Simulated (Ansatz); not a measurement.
Input file for Ansatz (a quantum-chemistry and plane-wave program):

Ansatz 0.2 input:
```yaml
crystal:
  lattice:
    - [3.3026077816, 0.0, 0.0]
    - [-1.6513038908, 2.8601422376, 0.0]
    - [0.0, 0.0, 13.2257766671]
  atoms:
    - { symbol: W, position: [0.6666666667, 0.3333333333, 0.75] }
    - { symbol: W, position: [0.3333333333, 0.6666666667, 0.25] }
    - { symbol: Se, position: [0.3333333333, 0.6666666667, 0.8757868327] }
    - { symbol: Se, position: [0.6666666667, 0.3333333333, 0.1242131673] }
    - { symbol: Se, position: [0.6666666667, 0.3333333333, 0.3757868327] }
    - { symbol: Se, position: [0.3333333333, 0.6666666667, 0.6242131673] }
kpoints:
  mp_grid: { grid: [10, 10, 2] }
hamiltonian:
  xc: r2scan
  dispersion: d4
  pseudopotentials: { kind: paw }
scf:
  occupations: { method: fixed }
elastic: { mode: relaxed_ion, stencil: two_point, amplitude: 0.005, f_tol: 0.0005 }
```

Output (shortened):

```
Pseudopotentials: kind: paw
Pseudopotential: W, paw, valence charge 14
Pseudopotential: Se, paw, valence charge 16
Functional definition: r2SCAN
Crystal: 6 atoms, lattice volume = 124.930 Å³
Basis set: ecut = 500 eV, 3133 PW (Γ), exchange–correlation on 100×100×400 points (64 copies of the dense FFT grid, shifted against one another)
Bands: 56, of which v1, the nominal top of the filled ones, is band 46 counted from 1 (45 counted from 0)
Symmetry: 24 space group operations
Space group: P63/mmc (ITA 194), of the structure as read, at distance tolerance 5.0e-5 Å
k-points: 28 of 200
PAW frozen core: W, regenerated for the run's functional
PAW frozen core: Se, regenerated for the run's functional
Initial wavefunctions: pseudopotential atomic-orbital guess
Eigensolver: davidson
Functional: x = r2scan, c = r2scan; τ floored in thin density (d = 2e-4 eV/Å³)
all-band conjugate gradients solve this SCF's bands
SCF 1 converged in 12 iterations: F = -42711.743376 eV  dr2 = 1.15e-14
Crystal: 6 atoms, lattice volume = 124.930 Å³
Initial density: handed on by an earlier stage of this run
Initial wavefunctions: those handed on with the density
SCF 2 converged in 2 iterations: F = -42711.743376 eV  dr2 = 5.64e-15
Crystal: 6 atoms, lattice volume = 124.305 Å³
Basis set: ecut = 500 eV, 3111 PW (Γ), exchange–correlation on 100×100×400 points (64 copies of the dense FFT grid, shifted against one another)
Symmetry: 8 space group operations
k-points: 62 of 200
Initial wavefunctions: pseudopotential atomic-orbital guess (no wavefunctions were taken with the density)
SCF 3 converged in 12 iterations: F = -42711.741021 eV  dr2 = 7.91e-15
relax step   1: F+E_penalty+E_count = -42711.74102108 eV  Δ(F+E_penalty+E_count) = +0.000e0 eV  max|allowed force component| = 5.405e-2 eV/Å  Δτ_max = 0.0000 Å  (12 SCF iters, accepted)
density extrapolation: transplant  |δρ|_rms = 3.056e-2 e/Å³  SAD shift = 5.158e-2 e/Å³
Crystal: 6 atoms, lattice volume = 124.305 Å³
SCF 4 converged in 11 iterations: F = -42711.740736 eV  dr2 = 1.19e-14
relax step   2: F+E_penalty+E_count = -42711.74073640 eV  Δ(F+E_penalty+E_count) = +2.847e-4 eV  max|allowed force component| = 7.647e-2 eV/Å  Δτ_max = 0.0082 Å  (11 SCF iters, rejected (line search))
density extrapolation: transplant  |δρ|_rms = 3.047e-2 e/Å³  SAD shift = 2.716e-2 e/Å³
Crystal: 6 atoms, lattice volume = 124.305 Å³
SCF 5 converged in 10 iterations: F = -42711.741393 eV  dr2 = 3.92e-14
relax step   3: F+E_penalty+E_count = -42711.74139334 eV  Δ(F+E_penalty+E_count) = -3.723e-4 eV  max|allowed force component| = 1.713e-3 eV/Å  Δτ_max = 0.0041 Å  (10 SCF iters, accepted)
density extrapolation: transplant  |δρ|_rms = 3.052e-2 e/Å³  SAD shift = 3.324e-3 e/Å³
Crystal: 6 atoms, lattice volume = 124.305 Å³
SCF 6 converged in 10 iterations: F = -42711.741394 eV  dr2 = 8.26e-15
relax step   4: F+E_penalty+E_count = -42711.74139355 eV  Δ(F+E_penalty+E_count) = -2.092e-7 eV  max|allowed force component| = 2.720e-4 eV/Å  Δτ_max = 0.0006 Å  (10 SCF iters, accepted)
Crystal: 6 atoms, lattice volume = 124.305 Å³
SCF 7 converged in 2 iterations: F = -42711.741394 eV  dr2 = 3.46e-15
Crystal: 6 atoms, lattice volume = 125.554 Å³
Basis set: ecut = 500 eV, 3145 PW (Γ), exchange–correlation on 100×100×400 points (64 copies of the dense FFT grid, shifted against one another)
SCF 8 converged in 12 iterations: F = -42711.741100 eV  dr2 = 1.48e-14
relax step   1: F+E_penalty+E_count = -42711.74109989 eV  Δ(F+E_penalty+E_count) = +0.000e0 eV  max|allowed force component| = 5.280e-2 eV/Å  Δτ_max = 0.0000 Å  (12 SCF iters, accepted)
density extrapolation: transplant  |δρ|_rms = 3.041e-2 e/Å³  SAD shift = 2.024e-2 e/Å³
Crystal: 6 atoms, lattice volume = 125.554 Å³
SCF 9 converged in 10 iterations: F = -42711.741461 eV  dr2 = 1.86e-14
relax step   2: F+E_penalty+E_count = -42711.74146069 eV  Δ(F+E_penalty+E_count) = -3.608e-4 eV  max|allowed force component| = 4.018e-3 eV/Å  Δτ_max = 0.0032 Å  (10 SCF iters, accepted)
density extrapolation: transplant  |δρ|_rms = 3.044e-2 e/Å³  SAD shift = 7.703e-3 e/Å³
Crystal: 6 atoms, lattice volume = 125.554 Å³
SCF 10 converged in 10 iterations: F = -42711.741462 eV  dr2 = 1.16e-14
relax step   3: F+E_penalty+E_count = -42711.74146219 eV  Δ(F+E_penalty+E_count) = -1.494e-6 eV  max|allowed force component| = 3.788e-4 eV/Å  Δτ_max = 0.0012 Å  (10 SCF iters, accepted)
Crystal: 6 atoms, lattice volume = 125.554 Å³
SCF 11 converged in 2 iterations: F = -42711.741462 eV  dr2 = 5.22e-15
Crystal: 6 atoms, lattice volume = 124.305 Å³
Basis set: ecut = 500 eV, 3119 PW (Γ), exchange–correlation on 100×100×400 points (64 copies of the dense FFT grid, shifted against one another)
SCF 12 converged in 12 iterations: F = -42711.740648 eV  dr2 = 1.23e-14
relax step   1: F+E_penalty+E_count = -42711.74064837 eV  Δ(F+E_penalty+E_count) = +0.000e0 eV  max|allowed force component| = 1.474e-1 eV/Å  Δτ_max = 0.0000 Å  (12 SCF iters, accepted)
density extrapolation: transplant  |δρ|_rms = 3.066e-2 e/Å³  SAD shift = 1.191e-1 e/Å³
Crystal: 6 atoms, lattice volume = 124.305 Å³
SCF 13 converged in 11 iterations: F = -42711.738260 eV  dr2 = 5.46e-14
relax step   2: F+E_penalty+E_count = -42711.73826030 eV  Δ(F+E_penalty+E_count) = +2.388e-3 eV  max|allowed force component| = 2.079e-1 eV/Å  Δτ_max = 0.0189 Å  (11 SCF iters, rejected (line search))
density extrapolation: transplant  |δρ|_rms = 3.041e-2 e/Å³  SAD shift = 6.971e-2 e/Å³
Crystal: 6 atoms, lattice volume = 124.305 Å³
SCF 14 converged in 11 iterations: F = -42711.742917 eV  dr2 = 3.17e-14
relax step   3: F+E_penalty+E_count = -42711.74291745 eV  Δ(F+E_penalty+E_count) = -2.269e-3 eV  max|allowed force component| = 1.970e-3 eV/Å  Δτ_max = 0.0078 Å  (11 SCF iters, accepted)
density extrapolation: transplant  |δρ|_rms = 3.056e-2 e/Å³  SAD shift = 1.318e-3 e/Å³
Crystal: 6 atoms, lattice volume = 124.305 Å³
SCF 15 converged in 8 iterations: F = -42711.742917 eV  dr2 = 2.99e-14
relax step   4: F+E_penalty+E_count = -42711.74291745 eV  Δ(F+E_penalty+E_count) = +2.896e-9 eV  max|allowed force component| = 1.977e-3 eV/Å  Δτ_max = 0.0002 Å  (8 SCF iters, rejected (line search))
density extrapolation: transplant  |δρ|_rms = 3.056e-2 e/Å³  SAD shift = 6.622e-4 e/Å³
Crystal: 6 atoms, lattice volume = 124.305 Å³
SCF 16 converged in 8 iterations: F = -42711.742918 eV  dr2 = 7.49e-15
relax step   5: F+E_penalty+E_count = -42711.74291786 eV  Δ(F+E_penalty+E_count) = -4.107e-7 eV  max|allowed force component| = 6.163e-6 eV/Å  Δτ_max = 0.0001 Å  (8 SCF iters, accepted)
Crystal: 6 atoms, lattice volume = 124.305 Å³
SCF 17 converged in 2 iterations: F = -42711.742918 eV  dr2 = 3.38e-15
Crystal: 6 atoms, lattice volume = 125.554 Å³
SCF 18 converged in 12 iterations: F = -42711.740732 eV  dr2 = 1.71e-14
relax step   1: F+E_penalty+E_count = -42711.74073221 eV  Δ(F+E_penalty+E_count) = +0.000e0 eV  max|allowed force component| = 1.443e-1 eV/Å  Δτ_max = 0.0000 Å  (12 SCF iters, accepted)
density extrapolation: transplant  |δρ|_rms = 3.030e-2 e/Å³  SAD shift = 4.795e-2 e/Å³
Crystal: 6 atoms, lattice volume = 125.554 Å³
SCF 19 converged in 11 iterations: F = -42711.742982 eV  dr2 = 1.14e-14
relax step   2: F+E_penalty+E_count = -42711.74298219 eV  Δ(F+E_penalty+E_count) = -2.250e-3 eV  max|allowed force component| = 2.595e-3 eV/Å  Δτ_max = 0.0076 Å  (11 SCF iters, accepted)
density extrapolation: transplant  |δρ|_rms = 3.040e-2 e/Å³  SAD shift = 8.780e-4 e/Å³
Crystal: 6 atoms, lattice volume = 125.554 Å³
SCF 20 converged in 8 iterations: F = -42711.742983 eV  dr2 = 1.46e-14
relax step   3: F+E_penalty+E_count = -42711.74298291 eV  Δ(F+E_penalty+E_count) = -7.185e-7 eV  max|allowed force component| = 2.489e-5 eV/Å  Δτ_max = 0.0001 Å  (8 SCF iters, accepted)
Crystal: 6 atoms, lattice volume = 125.554 Å³
SCF 21 converged in 2 iterations: F = -42711.742983 eV  dr2 = 6.41e-15
Crystal: 6 atoms, lattice volume = 124.929 Å³
Basis set: ecut = 500 eV, 3125 PW (Γ), exchange–correlation on 100×100×400 points (64 copies of the dense FFT grid, shifted against one another)
Symmetry: 4 space group operations
SCF 22 converged in 13 iterations: F = -42711.742097 eV  dr2 = 5.27e-14
relax step   1: F+E_penalty+E_count = -42711.74209704 eV  Δ(F+E_penalty+E_count) = +0.000e0 eV  max|allowed force component| = 7.205e-2 eV/Å  Δτ_max = 0.0000 Å  (13 SCF iters, accepted)
density extrapolation: transplant  |δρ|_rms = 3.048e-2 e/Å³  SAD shift = 8.153e-2 e/Å³
Crystal: 6 atoms, lattice volume = 124.929 Å³
SCF 23 converged in 11 iterations: F = -42711.742790 eV  dr2 = 5.11e-14
relax step   2: F+E_penalty+E_count = -42711.74278962 eV  Δ(F+E_penalty+E_count) = -6.926e-4 eV  max|allowed force component| = 4.572e-2 eV/Å  Δτ_max = 0.0132 Å  (11 SCF iters, accepted)
density extrapolation: transplant  |δρ|_rms = 3.048e-2 e/Å³  SAD shift = 3.125e-2 e/Å³
Crystal: 6 atoms, lattice volume = 124.929 Å³
SCF 24 converged in 11 iterations: F = -42711.743237 eV  dr2 = 4.13e-14
relax step   3: F+E_penalty+E_count = -42711.74323675 eV  Δ(F+E_penalty+E_count) = -4.471e-4 eV  max|allowed force component| = 5.730e-4 eV/Å  Δτ_max = 0.0051 Å  (11 SCF iters, accepted)
density extrapolation: transplant  |δρ|_rms = 3.048e-2 e/Å³  SAD shift = 3.596e-3 e/Å³
Crystal: 6 atoms, lattice volume = 124.929 Å³
SCF 25 converged in 10 iterations: F = -42711.743237 eV  dr2 = 2.59e-14
relax step   4: F+E_penalty+E_count = -42711.74323650 eV  Δ(F+E_penalty+E_count) = +2.464e-7 eV  max|allowed force component| = 5.334e-4 eV/Å  Δτ_max = 0.0006 Å  (10 SCF iters, rejected (line search))
density extrapolation: transplant  |δρ|_rms = 3.048e-2 e/Å³  SAD shift = 2.977e-3 e/Å³
Crystal: 6 atoms, lattice volume = 124.929 Å³
SCF 26 converged in 10 iterations: F = -42711.743237 eV  dr2 = 1.87e-14
relax step   5: F+E_penalty+E_count = -42711.74323681 eV  Δ(F+E_penalty+E_count) = -6.388e-8 eV  max|allowed force component| = 1.638e-5 eV/Å  Δτ_max = 0.0001 Å  (10 SCF iters, accepted)
Crystal: 6 atoms, lattice volume = 124.929 Å³
SCF 27 converged in 2 iterations: F = -42711.743237 eV  dr2 = 8.87e-15
Crystal: 6 atoms, lattice volume = 124.929 Å³
SCF 28 converged in 13 iterations: F = -42711.742097 eV  dr2 = 3.71e-15
relax step   1: F+E_penalty+E_count = -42711.74209704 eV  Δ(F+E_penalty+E_count) = +0.000e0 eV  max|allowed force component| = 7.205e-2 eV/Å  Δτ_max = 0.0000 Å  (13 SCF iters, accepted)
density extrapolation: transplant  |δρ|_rms = 3.048e-2 e/Å³  SAD shift = 5.074e-2 e/Å³
Crystal: 6 atoms, lattice volume = 124.929 Å³
SCF 29 converged in 11 iterations: F = -42711.743235 eV  dr2 = 2.27e-14
relax step   2: F+E_penalty+E_count = -42711.74323534 eV  Δ(F+E_penalty+E_count) = -1.138e-3 eV  max|allowed force component| = 1.840e-3 eV/Å  Δτ_max = 0.0089 Å  (11 SCF iters, accepted)
density extrapolation: transplant  |δρ|_rms = 3.048e-2 e/Å³  SAD shift = 1.247e-2 e/Å³
Crystal: 6 atoms, lattice volume = 124.929 Å³
SCF 30 converged in 11 iterations: F = -42711.743237 eV  dr2 = 5.15e-14
relax step   3: F+E_penalty+E_count = -42711.74323658 eV  Δ(F+E_penalty+E_count) = -1.234e-6 eV  max|allowed force component| = 4.168e-4 eV/Å  Δτ_max = 0.0020 Å  (11 SCF iters, accepted)
Crystal: 6 atoms, lattice volume = 124.929 Å³
SCF 31 converged in 2 iterations: F = -42711.743237 eV  dr2 = 2.49e-14
SCF converged after 2 iterations
Free energy (F): -42711.743376 eV
Harris-Foulkes:  -42711.743376 eV  (|F-HF|=0.00e0)
Internal energy: -42711.743376 eV  (E = F + TS)
E sigma→0 (E₀):  -42711.743376 eV
Fermi energy:    12.278060 eV
--- Per-component energies (eV) ---
  E_band       = -1811.038701
  E_kinetic    = 1380.958861
  E_local      = -11894.974441  (includes V_loc(G=0)·N_el)
  E_nonlocal   = -2376.536140
  E_hartree    = 5709.069292
  E_xc         = -893.208952
  E_vxc        = -945.362554  (∫ρ·V_xc dr)
  E_paw        = -24887.457913  (= ΣΔE_a)
  E_vpaw       = 559.210383  (= ΣTr[D̂ρ^β])
  E_aug_tail   = -0.000952  (compensation charges beyond the density's cutoff)
  E_vtau       = 47.527557  (kinetic-family band-sum trace: ∫τ·v_τ [+ j·A + Jᵃ·Aᵃ] dr)
  E_ewald      = -9740.378110
  E_disp       = -0.980045  (pairwise vdW)
  E_core_change = -8.234979  (= ΣΔE_core)
  E_smearing   =  0.000000  (= −TS)
  E_closure    = 0.000000  (closes the sum)
  Σ components = -42711.743376   (vs F -42711.743376, Δ=0.00e0)
--- Forces (eV/Å), atoms counted from 1 ---
  atom   1  W      0.00000000     0.00000000     0.00000000
  atom   2  W      0.00000000     0.00000000     0.00000000
  atom   3  Se     0.00000000     0.00000000     0.00007321
  atom   4  Se     0.00000000     0.00000000    -0.00007321
  atom   5  Se     0.00000000     0.00000000     0.00007321
  atom   6  Se     0.00000000     0.00000000    -0.00007321
  max |Σ_I F_I| component: 3.47e-18 eV/Å
--- Stress (GPa, compression-positive) ---
        0.000840       0.000000       0.000000
        0.000000       0.000840       0.000000
        0.000000       0.000000       0.005528
  P = ⅓ Tr σ = 0.0024 GPa (0.024 kbar)
  The stress holds the Pulay correction. Without it, at fixed plane waves, as pw.x and ABINIT print it: P = -0.0290 GPa
  The stress includes an estimate of the error left by incomplete SCF convergence (largest component 0.0000 GPa).
--- Band table (eV; the first three rows and the last of 28) ---
  k-point 0: bands = ["-63.9330", "-63.9330", "-36.4204", "-36.4204", "-36.4204", "-36.4204", "-36.4196", "-36.4196", "-36.4196", "-36.4196", "-36.3893", "-36.3893", "-36.3891", "-36.3891", "-36.3879", "-36.3879", "-36.3877", "-36.3877", "-36.3755", …
  k-point 1: bands = ["-63.9330", "-63.9330", "-36.4204", "-36.4204", "-36.4204", "-36.4204", "-36.4196", "-36.4196", "-36.4196", "-36.4196", "-36.3892", "-36.3892", "-36.3892", "-36.3892", "-36.3878", "-36.3878", "-36.3878", "-36.3878", "-36.3754", …
  k-point 2: bands = ["-63.9320", "-63.9320", "-36.4203", "-36.4203", "-36.4199", "-36.4199", "-36.4197", "-36.4197", "-36.4192", "-36.4191", "-36.3894", "-36.3894", "-36.3892", "-36.3892", "-36.3882", "-36.3880", "-36.3879", "-36.3877", "-36.3753", …
  k-point 27: bands = ["-63.9208", "-63.9208", "-36.4189", "-36.4189", "-36.4175", "-36.4175", "-36.4165", "-36.4165", "-36.4165", "-36.4165", "-36.3914", "-36.3914", "-36.3902", "-36.3902", "-36.3890", "-36.3890", "-36.3890", "-36.3890", "-36.3731", …
  band table: 56 of 56 bands, residual norms ≤ 1.0e-3 eV
--- Elastic constants: 3 strain directions × 2 members + reference (group order 24) ---
  dense FFT box of the reference and of every strained cell: 25×25×100
  strains applied: 11, 33, 23; error gains …
  pairwise dispersion correction: d4 (s6 = 1.0, s8 = 0.6018749, s9 = 1.0, a1 = 0.51559235, a2_bohr = 5.77342911), with the weights of each atom's references …
  C = ∂σ_k/∂η_j (tension-positive GPa; Voigt order 11 22 33 23 13 12):
       200.129     41.642      9.340      0.000      0.000      0.000
        41.642    200.129      9.340      0.000      0.000      0.000
         9.333      9.333     43.233      0.000      0.000      0.000
         0.000      0.000      0.000     14.280      0.000      0.000
         0.000      0.000      0.000      0.000     14.280      0.000
         0.000      0.000      0.000      0.000      0.000     79.243
  reference stress σ⁰ (GPa):     -0.001     -0.001     -0.006      0.000      0.000      0.000
  moduli (Voigt/Reuss/Hill, GPa): K = 62.68/35.33/49.01   G = 47.11/24.77/35.94   E = 86.63   ν = 0.205
  mechanically stable: yes (min eigenvalue of sym C = 14.28 GPa)
  strain η (Voigt 11):  stress-route row diagonal C_11 = 200.13 GPa, energy-path curvature d²(F+E_count+ΔE)/dδ²/Ω₀ = 200.11 GPa
         δ    σ_11 (GPa)             F (eV)   n_scf  n_hpsi   n_pw
    -5.000e-3      -1.0214      -42711.7413935       2   25295   3192   relax 4 steps, max|allowed force component| 2.72e-4 eV/Å
     5.000e-3       0.9799      -42711.7414622       2   25467   3232   relax 3 steps, max|allowed force component| 3.79e-4 eV/Å
  strain η (Voigt 33):  stress-route row diagonal C_33 = 43.23 GPa, energy-path curvature d²(F+E_count+ΔE)/dδ²/Ω₀ = 43.21 GPa
         δ    σ_33 (GPa)             F (eV)   n_scf  n_hpsi   n_pw
    -5.000e-3      -0.2322      -42711.7429179       2   11566   3190   relax 5 steps, max|allowed force component| 6.16e-6 eV/Å
     5.000e-3       0.2002      -42711.7429829       2   11567   3236   relax 3 steps, max|allowed force component| 2.49e-5 eV/Å
  strain η (Voigt 23):  stress-route row diagonal C_44 = 14.28 GPa, energy-path curvature d²(F+E_count+ΔE)/dδ²/Ω₀ = 14.32 GPa
         δ    σ_23 (GPa)             F (eV)   n_scf  n_hpsi   n_pw
    -5.000e-3      -0.0715      -42711.7432368       2   25539   3212   relax 5 steps, max|allowed force component| 1.64e-5 eV/Å
     5.000e-3       0.0713      -42711.7432366       2   25586   3212   relax 3 steps, max|allowed force component| 4.17e-4 eV/Å
```

Cost: around 17 core-minutes (rough) on shared cores.

Space group P6_3/mmc. The cell was relaxed with r²SCAN+D4 under the symmetry of its start; phonons on a q-mesh show no instability. The run is not spin-polarised. Scalar-relativistic: spin–orbit coupling is off unless named, which matters more the heavier the elements.

Potentials: the later of the program's two PAW sets.

Ansatz is a plane-wave DFT program.
